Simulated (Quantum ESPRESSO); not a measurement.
InAu6Al, input and log of a self-consistent run

Simulated, not a measurement. The program is pw.x of Quantum ESPRESSO 7.5 (plane-wave density functional theory). The cell is made up: eight metal atoms on a face-centred cubic lattice, with elements, volume, strain and displacements drawn at random and not relaxed, so it may be unstable or far from any real phase. PseudoDojo standard norm-conserving files set the functional (PBE unless stated); there is no spin polarisation or spin-orbit coupling, the Fermi-Dirac width of 0.25 eV means electrons at about 2900 K, and the masses in the input are unused placeholders. Heavy elements are run without spin-orbit coupling, which real alloys of them have.

Input:

```
&control calculation='scf', pseudo_dir='./dojo.nc.sr.pbe.v0_5.standard.upf', outdir='./o', disk_io='minimal', tprnfor=.true., tstress=.true. /
&system ibrav=0, nat=8, ntyp=3, nbnd=73, ecutwfc=75.99759826, nosym=.true., tot_charge=0,
 occupations='smearing', smearing='fd', degauss=0.0183746611
/
&electrons conv_thr=1.470e-08, electron_maxstep=70, mixing_beta=0.5 /
ATOMIC_SPECIES
Al 1.0 Al.upf
Au 1.0 Au.upf
In 1.0 In.upf
CELL_PARAMETERS angstrom
2.039 3.9816 1.9221
1.9224 -3.9749 2.0251
2.1034 0.1064 -6.0434
ATOMIC_POSITIONS angstrom
In -0.0036 0.041 0.0019
Au 1.9254 -1.9571 -0.0168
Al 2.0138 0.1436 -2.0918
Au 3.9564 -1.8659 -2.0872
Au 1.997 0.0223 1.9019
Au 2.0449 2.0373 -0.0615
Au 4.0475 0.0715 -0.0738
Au 4.1035 2.0604 -2.1104
K_POINTS automatic
6 6 4 1 1 1
```

The log is shortened where brackets say so; the opening notice, blank lines, dates and the lines on written files are dropped, and the path of the files is cut. It prints rydbergs, bohrs and kilobars, and counts compression as positive stress. Its total energy is the free energy E - TS of the whole cell.

```
     Program PWSCF v.7.5
     Parallel version (MPI & OpenMP), running on       4 processor cores
     Number of MPI processes:                 4
     Threads/MPI process:                     1
     [start-up lines left out]
     bravais-lattice index     =            0
     lattice parameter (alat)  =       9.2007  a.u.
     unit-cell volume          =     865.2873 (a.u.)^3
     number of atoms/cell      =            8
     number of atomic types    =            3
     number of electrons       =       130.00
     number of Kohn-Sham states=           73
     kinetic-energy cutoff     =      75.9976  Ry
     charge density cutoff     =     303.9904  Ry
     scf convergence threshold =      1.5E-08
     mixing beta               =       0.5000
     number of iterations used =            8  plain     mixing
     Exchange-correlation= PBE
                           (   1   4   3   4   0   0   0)
     [axes and pseudopotential details left out]
   Cartesian axes
     site n.     atom                  positions (alat units)
         1        In     tau(   1) = (  -0.0007394   0.0084210   0.0003902  )
         2        Au     tau(   2) = (   0.3954575  -0.4019684  -0.0034505  )
         3        Al     tau(   3) = (   0.4136140   0.0294940  -0.4296344  )
         4        Au     tau(   4) = (   0.8126042  -0.3832368  -0.4286896  )
         5        Au     tau(   5) = (   0.4101634   0.0045802   0.3906308  )
         6        Au     tau(   6) = (   0.4200016   0.4184406  -0.0126315  )
         7        Au     tau(   7) = (   0.8313152   0.0146854  -0.0151578  )
         8        Au     tau(   8) = (   0.8428170   0.4231851  -0.4334546  )
     number of k points=    72  Fermi-Dirac smearing, width (Ry)=  0.0184
                       cart. coord. in units 2pi/alat
        k(    1) = (   0.2266526  -0.0036048  -0.0218819), wk =   0.0277778
        k(    2) = (   0.3757219  -0.0077260  -0.1714805), wk =   0.0277778
     [further k points left out]
     Dense  grid:    77537 G-vectors     FFT dimensions: (  54,  54,  72)
     Estimated max dynamical RAM per process >     335.91 MB
     Estimated total dynamical RAM >       1.26 GB
     Initial potential from superposition of free atoms
     starting charge     129.9930, renormalised to     130.0000
     Starting wfcs are   73 randomized atomic wfcs
     total cpu time spent up to now is       11.0 secs
     per-process dynamical memory:   282.4 Mb
     Self-consistent Calculation
     iteration #  1     ecut=    76.00 Ry     beta= 0.50
     Davidson diagonalization with overlap
     ethr =  1.00E-02,  avg # of iterations =  5.4
     Threshold (ethr) on eigenvalues was too large:
     Diagonalizing with lowered threshold
     Davidson diagonalization with overlap
     ethr =  4.75E-04,  avg # of iterations =  2.1
     total cpu time spent up to now is       70.6 secs
     total energy              =   -1915.74107600 Ry
     estimated scf accuracy    <       0.65026754 Ry
     iteration #  2     ecut=    76.00 Ry     beta= 0.50
     Davidson diagonalization with overlap
     ethr =  5.00E-04,  avg # of iterations =  2.7
     total cpu time spent up to now is      100.0 secs
     total energy              =   -1915.91204279 Ry
     estimated scf accuracy    <       0.14462374 Ry
     iteration #  3     ecut=    76.00 Ry     beta= 0.50
     Davidson diagonalization with overlap
     ethr =  1.11E-04,  avg # of iterations =  2.6
     total cpu time spent up to now is      127.6 secs
     total energy              =   -1915.93919166 Ry
     estimated scf accuracy    <       0.00710939 Ry
     iteration #  4     ecut=    76.00 Ry     beta= 0.50
     Davidson diagonalization with overlap
     ethr =  5.47E-06,  avg # of iterations =  6.6
     total cpu time spent up to now is      159.4 secs
     total energy              =   -1915.93955468 Ry
     estimated scf accuracy    <       0.00443643 Ry
     iteration #  5     ecut=    76.00 Ry     beta= 0.50
     Davidson diagonalization with overlap
     ethr =  3.41E-06,  avg # of iterations =  2.2
     total cpu time spent up to now is      184.9 secs
     total energy              =   -1915.94034589 Ry
     estimated scf accuracy    <       0.00037865 Ry
     iteration #  6     ecut=    76.00 Ry     beta= 0.50
     Davidson diagonalization with overlap
     ethr =  2.91E-07,  avg # of iterations =  2.0
     total cpu time spent up to now is      209.5 secs
     total energy              =   -1915.94040131 Ry
     estimated scf accuracy    <       0.00004031 Ry
     iteration #  7     ecut=    76.00 Ry     beta= 0.50
     Davidson diagonalization with overlap
     ethr =  3.10E-08,  avg # of iterations =  2.4
     total cpu time spent up to now is      235.6 secs
     total energy              =   -1915.94040945 Ry
     estimated scf accuracy    <       0.00000549 Ry
     iteration #  8     ecut=    76.00 Ry     beta= 0.50
     Davidson diagonalization with overlap
     ethr =  4.22E-09,  avg # of iterations =  2.9
     total cpu time spent up to now is      261.4 secs
     total energy              =   -1915.94041054 Ry
     estimated scf accuracy    <       0.00000167 Ry
     iteration #  9     ecut=    76.00 Ry     beta= 0.50
     Davidson diagonalization with overlap
     ethr =  1.28E-09,  avg # of iterations =  2.1
     total cpu time spent up to now is      285.1 secs
     total energy              =   -1915.94041081 Ry
     estimated scf accuracy    <       0.00000019 Ry
     iteration # 10     ecut=    76.00 Ry     beta= 0.50
     Davidson diagonalization with overlap
     ethr =  1.42E-10,  avg # of iterations =  2.8
     total cpu time spent up to now is      311.3 secs
     total energy              =   -1915.94041085 Ry
     estimated scf accuracy    <       0.00000004 Ry
     iteration # 11     ecut=    76.00 Ry     beta= 0.50
     Davidson diagonalization with overlap
     ethr =  3.08E-11,  avg # of iterations =  2.1
     total cpu time spent up to now is      335.9 secs
     End of self-consistent calculation
     [lines on levels left out]
!    total energy              =   -1915.94041086 Ry
     estimated scf accuracy    <          9.4E-10 Ry
     smearing contrib. (-TS)   =      -0.03365057 Ry
     internal energy E=F+TS    =   -1915.90676029 Ry
     The total energy is F=E-TS. E is the sum of the following terms:
     one-electron contribution =    -601.98131216 Ry
     hartree contribution      =     382.78597328 Ry
     xc contribution           =    -355.70319300 Ry
     ewald contribution        =   -1341.00822841 Ry
     convergence has been achieved in  11 iterations
     Forces acting on atoms (cartesian axes, Ry/au):
     atom    1 type  3   force =    -0.00528398   -0.01408434   -0.00560449
     atom    2 type  2   force =     0.03964426    0.00554465   -0.01597309
     atom    3 type  1   force =     0.02186843   -0.00494950   -0.01264932
     atom    4 type  2   force =     0.00339138    0.01591891    0.03621743
     atom    5 type  2   force =    -0.02101814   -0.00136736    0.02638657
     atom    6 type  2   force =     0.01065980    0.00071842   -0.03119408
     atom    7 type  2   force =    -0.00628189   -0.01220643   -0.00270955
     atom    8 type  2   force =    -0.04297986    0.01042565    0.00552653
     Total force =     0.093616     Total SCF correction =     0.000170
     Computing stress (Cartesian axis) and pressure
          total   stress  (Ry/bohr**3)                   (kbar)     P=      225.18
   0.00153490  -0.00009548   0.00006811          225.79      -14.05       10.02
  -0.00009548   0.00148711   0.00010686          -14.05      218.76       15.72
   0.00006811   0.00010686   0.00157020           10.02       15.72      230.98
     init_run     :      9.45s CPU      9.78s WALL (       1 calls)
     electrons    :    318.38s CPU    324.95s WALL (       1 calls)
     forces       :      3.30s CPU      3.33s WALL (       1 calls)
     stress       :     11.83s CPU     11.84s WALL (       1 calls)
     [timing details left out]
     PWSCF        :   5m44.19s CPU   5m51.24s WALL
     JOB DONE.
```

In other units: free energy -26067.697 eV for the cell, pressure 22.52 GPa, largest force component 1.105 eV/Å in size. The run took 353 s of wall time with four MPI processes on a shared machine (Intel Xeon, older, virtual cores), so the time is rough. A rerun of this cell at a higher cutoff and on a denser mesh moved values by no more than 0.017 eV in energy, 0.14 GPa in stress and 0.007 eV/Å in force, and a second program with other atomic files agreed on that cell to 2 % rms in force and 0.5 GPa in pressure.